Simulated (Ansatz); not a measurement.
## Property card for BaGaSnH

BaGaSnH:
```cif
data_HBaGaSn
_chemical_formula_sum 'Ba1 Ga1 Sn1 H1'
_space_group_name_H-M_alt 'P3m1'
_space_group_IT_number 156
_space_group_name_Hall 'P 3 -2"'
_cell_length_a 4.53162
_cell_length_b 4.53162
_cell_length_c 5.20713
_cell_angle_alpha 90.000
_cell_angle_beta 90.000
_cell_angle_gamma 120.000
loop_
_atom_site_label
_atom_site_type_symbol
_atom_site_symmetry_multiplicity
_atom_site_Wyckoff_symbol
_atom_site_fract_x
_atom_site_fract_y
_atom_site_fract_z
_atom_site_occupancy
Ba1 Ba 1 b 0.33333 0.66667 0.99979 1
Ga1 Ga 1 a 0.00000 0.00000 0.41650 1
Sn1 Sn 1 c 0.66667 0.33333 0.54305 1
H1 H 1 a 0.00000 0.00000 0.08436 1
```

Space group P3m1 (No. 156); conventional cell a = b = 4.532 Å, c = 5.207 Å, α = β = 90.00°, γ = 120.00°.

Method: DFT-PBEsol in the program Ansatz with PAW potentials. The cell and atoms are relaxed at this level. Other levels are named where they apply.

Cell and energy:

```yaml
volume_per_atom: 23.15 Å³
density: 5.86 g/cm³
Formation energy from the elements (no fitted shifts): -54 kJ/mol-atom
```

Electronic structure:

```yaml
band_gap: 0.32 eV (direct)
valence_band_maximum: at A
conduction_band_minimum: at A
electron_effective_mass: 0.018, 0.018, 0.13 mₑ (principal values)
Electron effective mass with spin–orbit coupling: 0.014, 0.014, 0.12 mₑ (principal values)
Weight of the conduction-edge state by species (Voronoi cells): Ga 46 %, Sn 38 %, H 12 %, Ba 5 %
Hole effective mass with spin–orbit coupling: 0.020, 0.020, 0.51 mₑ (principal values)
Weight of the valence-edge state by species (Voronoi cells): Sn 48 %, Ga 41 %, H 6 %, Ba 4 %
HSE06 gap on the PBEsol cell: 0.99 eV
Gap with spin–orbit coupling: 0.18 eV
```

Mechanics:

```yaml
Bulk modulus (Birch–Murnaghan fit): 38.9 GPa
Pressure derivative B′: 4.0
```

Dielectric response:

```yaml
Electronic dielectric constant ε∞ (DFPT): 22.6 (xx = yy), 13.3 (zz)
Born charges (a third of the trace): Ba +2.11, Ga +1.31, Sn -1.80, H -1.62 e
```

Charges:

```yaml
bader_charges: Ba +1.19, Ga 0.00, Sn -0.68, H -0.51 e
```

The first step of the workflow began from a Materials Project structure, measured or hypothetical; the Crystallography Open Database files this formula in space group No. 156, but the cells were not matched. Its standing as an ambient phase is unchecked. The PBEsol relaxation kept the symmetry of its start; its stability against distortions is not shown here. The references are the lowest solids computed at this level, not always the standard phases (solids in place of the gases). Scalar-relativistic: spin–orbit coupling is off unless named, which matters more the heavier the elements.

Potentials: the later of the program's two PAW sets.
